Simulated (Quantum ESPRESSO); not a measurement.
Band energies of MgB2C2

```
CELL_PARAMETERS angstrom
      4.61477     0.00000     0.00000
      0.00000     7.17887     0.00000
      0.00000     0.00000     2.76530
ATOMIC_POSITIONS crystal
  B  0.88345 0.72963 0.50000
  B  0.11655 0.27037 0.50000
  B  0.38345 0.77037 0.00000
  B  0.61655 0.22963 0.00000
  C  0.78548 0.22034 0.50000
  C  0.21452 0.77966 0.50000
  C  0.28548 0.27966 0.00000
  C  0.71452 0.72034 0.00000
  Mg 0.50000 0.50000 0.50000
  Mg 0.00000 0.00000 0.00000
```

PBEsol (pw.x of Quantum ESPRESSO, ONCV potentials, no spin-orbit coupling); path ΓXSYΓZURTZ,YT,UX,SR; energies in eV from the valence-band maximum.

```csv
k (1/Å),point,band 20,band 21,band 22,band 23,band 24,band 25,band 26,band 27
0.00,Γ,-1.67,-1.08,-0.32,-0.24,0.00,1.74,2.43,3.80
0.38,,-1.92,-1.80,-1.64,-1.04,-0.80,1.37,2.84,3.52
0.76,,-3.34,-3.11,-2.62,-1.15,-1.10,1.45,2.43,4.00
1.14,X,-5.10,-3.12,-3.12,-1.00,-1.00,2.30,2.30,3.26
1.59,,-3.50,-2.53,-2.53,-1.17,-1.17,1.67,1.67,3.10
1.82,S,-3.11,-2.33,-2.33,-1.27,-1.27,1.61,1.61,3.07
2.01,,-3.16,-2.38,-2.38,-1.25,-1.25,1.83,1.83,3.47
2.38,,-3.58,-2.63,-2.63,-1.79,-1.79,3.26,3.26,4.36
2.76,,-2.75,-2.43,-2.43,-2.21,-2.21,2.73,2.73,5.46
2.95,Y,-2.54,-2.13,-2.13,-2.04,-2.04,2.60,2.60,5.52
3.18,,-2.68,-1.53,-1.35,-1.32,-1.26,2.03,3.54,3.63
3.63,Γ,-1.67,-1.08,-0.32,-0.24,0.00,1.74,2.43,3.80
3.85,,-1.77,-0.79,-0.31,-0.25,-0.09,1.82,3.03,3.13
4.07,Z,-2.22,-0.37,-0.37,-0.28,-0.28,2.25,2.25,4.78
4.23,,-2.16,-0.61,-0.61,-0.47,-0.47,2.20,2.20,4.85
4.56,,-2.56,-2.01,-2.01,-1.04,-1.04,1.86,1.86,5.42
4.88,,-3.95,-3.47,-3.47,-0.82,-0.82,1.37,1.37,5.02
5.21,U,-5.19,-2.44,-2.44,-1.88,-1.88,2.07,2.07,3.34
5.55,,-3.94,-2.23,-2.23,-1.73,-1.73,1.69,1.69,2.68
5.89,R,-3.15,-2.02,-2.02,-1.67,-1.67,1.50,1.50,2.22
6.21,,-3.66,-2.32,-2.32,-2.02,-2.02,2.64,2.64,3.29
6.70,,-3.64,-2.70,-2.70,-2.49,-2.49,4.89,4.89,4.94
7.02,T,-2.98,-2.10,-2.10,-2.07,-2.07,4.60,4.60,5.10
7.36,,-2.96,-0.92,-0.92,-0.81,-0.81,3.09,3.09,5.27
7.71,Z,-2.22,-0.37,-0.37,-0.28,-0.28,2.25,2.25,4.78
7.71,Y,-2.54,-2.13,-2.13,-2.04,-2.04,2.60,2.60,5.52
7.85,,-2.68,-2.12,-2.12,-2.04,-2.04,2.96,2.96,5.54
8.14,T,-2.98,-2.10,-2.10,-2.07,-2.07,4.60,4.60,5.10
8.14,U,-5.19,-2.44,-2.44,-1.88,-1.88,2.07,2.07,3.34
8.29,,-5.16,-2.71,-2.71,-1.55,-1.55,2.08,2.08,3.38
8.58,X,-5.10,-3.12,-3.12,-1.00,-1.00,2.30,2.30,3.26
8.58,S,-3.11,-2.33,-2.33,-1.27,-1.27,1.61,1.61,3.07
9.02,R,-3.15,-2.02,-2.02,-1.67,-1.67,1.50,1.50,2.22
```

The PBEsol gap is indirect, 1.23 eV, from Γ to 50 % of the way from Γ to X; the smallest direct gap is 1.74 eV.

Geometry of the Materials Project entry, not relaxed at this level.

The structure is a Materials Project entry; no match was found in the copy of COD used, and its stability was not checked.

Letters of k points follow the standard setting of the lattice, whose axes may be ordered differently from the printed cell.
